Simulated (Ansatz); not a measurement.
Generalised stacking fault of KF (rock salt) on the {100} plane. The cell below holds the perfect crystal with the plane normal along z; tilting its third vector by the shift puts one fault into each cell, between planes 2.66 Å apart, at fixed cell height.

```
CELL_PARAMETERS angstrom
      3.76063     0.00000     0.00000
      0.00000     3.76063     0.00000
      1.88031     1.88031     7.97749
ATOMIC_POSITIONS crystal
  F  0.00000 0.00000 0.83333
  F  0.33333 0.33333 0.16667
  F  0.66667 0.66667 0.50000
  K  0.50000 0.50000 0.83333
  K  0.83333 0.83333 0.16667
  K  0.16667 0.16667 0.50000
```

In-plane vectors a = (3.761, 0.000) Å, b = (0.000, 3.761) Å, area 14.14 Å². The shift is s times the vector a (length 3.761 Å), so s = 1 restores the start. The shift is rigid: no atom relaxes. γ = [E(shift) − E(0)] / area.

All values below come from r2SCAN (plane waves to 500 eV, PAW, scalar-relativistic; Ansatz, a quantum-chemistry and plane-wave program). k mesh 8×8×8 (Γ-centred), Fermi-Dirac smearing 0.05 eV. E is the zero-smearing estimate. Faults lie only 8.0 Å apart, and holding the cell height and the atoms raises γ above its relaxed value. KF was relaxed with its symmetry unable to fall. γ is measured from zero shift.

| s | γ (mJ/m²) |
|---|---|
| 0.000 | 0 |
| 0.083 | 22 |
| 0.167 | 86 |
| 0.250 | 182 |
| 0.333 | 287 |
| 0.417 | withheld |
| 0.500 | 400 |
| 0.583 | withheld |
| 0.667 | 287 |
| 0.750 | 182 |
| 0.833 | 86 |
| 0.917 | 22 |

Fit a Fourier form (three harmonics of 1 − cos and sin) to the given rows and predict γ at s = 0.417.

Least squares on the 10 given rows: γ = (200.3)·[1 − cos(2πs)] + (-9.0)·[1 − cos(4πs)], in mJ/m²; root-mean-square residual 0.4 mJ/m². At 0.417 the fit gives 369 mJ/m²; the calculation gives 369 mJ/m², the same to the digits shown. 

(The slope of γ gives the shear force per area between the displaced halves; near zero shift its curvature is an elastic stiffness.)
